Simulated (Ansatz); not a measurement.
# Structure relaxation, B

The start is a generated cell, B built in the AFLOW prototype A_hR12_166_2h. The cell and all atomic positions are relaxed at zero pressure with PBEsol (plane waves to 420 eV, PAW, scalar-relativistic; Ansatz, a program for electronic structure). The first steps use a coarse 5×5×5 k-mesh.

Initial structure:
```yaml
crystal:
  lattice:
    - [2.45400, 1.41682, 4.18853]
    - [-2.45400, 1.41682, 4.18853]
    - [0.00000, -2.83364, 4.18853]
  atoms:
    - { symbol: B, position: [0.01040, 0.65729, 0.01040] }
    - { symbol: B, position: [0.01040, 0.01040, 0.65729] }
    - { symbol: B, position: [0.65729, 0.01040, 0.01040] }
    - { symbol: B, position: [0.98960, 0.34271, 0.98960] }
    - { symbol: B, position: [0.98960, 0.98960, 0.34271] }
    - { symbol: B, position: [0.34271, 0.98960, 0.98960] }
    - { symbol: B, position: [0.22060, 0.63230, 0.22060] }
    - { symbol: B, position: [0.22060, 0.22060, 0.63230] }
    - { symbol: B, position: [0.63230, 0.22060, 0.22060] }
    - { symbol: B, position: [0.77940, 0.36770, 0.77940] }
    - { symbol: B, position: [0.77940, 0.77940, 0.36770] }
    - { symbol: B, position: [0.36770, 0.77940, 0.77940] }
```

Task: How large is the pressure on the unrelaxed cell, and of which sign?

Result: -3.0 GPa (negative: the cell is under tension).

Task: How much energy is released per atom?

Result: 0.005 eV/atom.

Task: How does the volume per atom move from start to end?

Result: -1.8 %, from 7.28 to 7.15 Å³/atom.

Task: How do the shortest distances between atoms change?

Result: The closest pairs of elements (up to four, under 3.6 Å), start → end: B–B 1.71 → 1.67 Å.

Task: What band gap does the relaxed structure have at this level?

Result: 1.34 eV, indirect (valence top at T, conduction bottom at Γ) (no spin-orbit coupling).

Task: What does it relax into? Give the structure.

Result: 
Space group R-3m, hexagonal axes (No. 166); a = 4.8762 Å, b = 4.8762 Å, c = 12.4987 Å, α = 90.00°, β = 90.00°, γ = 120.00°

```tsv
atom	site	symmetry	x	y	z
B	18h	.m	0.2378	0.1189	0.1083
B	18h	.m	0.1973	0.3945	0.0243
```
(The calculation used a cell of 12 atoms; values per cell refer to that cell.)

The space group stays R-3m (No. 166) (the run could not lower it); the end is AFLOW prototype A_hR12_166_2h (as in B), with 12 atoms in the primitive cell. Final values are on a 7×7×7 k-mesh of the relaxed cell. No spin polarisation in the result.

The run could not lose the symmetry of its start.
